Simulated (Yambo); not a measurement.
Absorption of CsScS2O8 (space group P321, No. 150) with and without the electron-hole interaction (Yambo, PBEsol bands; 3×3×2 mesh, 25 valence and 20 conduction bands, static screening with 117 bands and a 3 Ry block, scissor 3.61 eV, Tamm-Dancoff; field along x). Axes are Cartesian, with cell vectors (Å) (5.25, 0.00, 0.00), (-2.62, 4.54, 0.00), (0.00, 0.00, 8.87).

```csv
E (eV),"Im ε, BSE","Im ε, independent quasiparticles"
5.25,0.10,0.02
5.35,0.11,0.02
5.45,0.12,0.02
5.55,0.14,0.02
5.65,0.17,0.03
5.75,0.20,0.03
5.85,0.25,0.03
5.95,0.32,0.03
6.05,0.43,0.03
6.15,0.61,0.03
6.25,0.91,0.04
6.35,1.41,0.04
6.45,2.38,0.04
6.55,3.90,0.04
6.65,4.61,0.05
6.75,3.83,0.05
6.85,2.90,0.06
6.95,1.94,0.06
7.05,1.33,0.07
7.15,1.02,0.08
7.25,0.85,0.09
7.35,0.76,0.11
7.45,0.74,0.13
7.55,0.75,0.16
7.65,0.86,0.20
7.75,1.16,0.26
7.85,1.32,0.37
7.95,1.26,0.56
8.05,1.32,0.90
8.15,1.23,1.38
8.25,1.25,1.87
8.35,1.48,2.15
8.45,1.69,2.23
8.55,1.57,1.75
8.65,1.34,1.39
8.75,1.25,1.11
8.85,1.09,1.00
8.95,0.92,1.00
9.05,0.88,0.97
9.15,0.97,0.84
9.25,1.08,0.67
9.35,1.34,0.54
9.45,1.72,0.50
9.55,1.96,0.57
9.65,2.16,0.76
9.75,2.56,0.94
9.85,3.01,1.07
9.95,3.39,1.16
10.05,3.04,1.19
10.15,2.32,1.13
10.25,1.98,1.05
10.35,1.88,1.00
10.45,1.69,0.96
10.55,1.37,0.96
10.65,1.16,0.99
10.75,1.14,0.94
10.85,1.16,0.81
10.95,1.18,0.73
11.05,1.21,0.70
11.15,1.20,0.77
11.25,1.20,0.94
11.35,1.25,1.22
11.45,1.20,1.49
11.55,1.05,1.79
11.65,1.08,1.80
11.75,1.19,1.77
11.85,1.20,1.97
11.95,1.10,2.14
12.05,1.06,2.20
12.15,1.21,2.06
```

The scissor comes from a G0W0 run whose convergence isn't established. Broadening 0.15 eV. The band window holds all transitions up to 14.4 eV. Fine structure above the onset can come from the mesh.

Geometry of the Materials Project entry, not relaxed at this level; primitive cell a = b = 5.247 Å, c = 8.872 Å, α = β = 90.00°, γ = 120.00°.

The structure is a Materials Project entry; no match was found in the copy of COD used, and its stability was not checked.
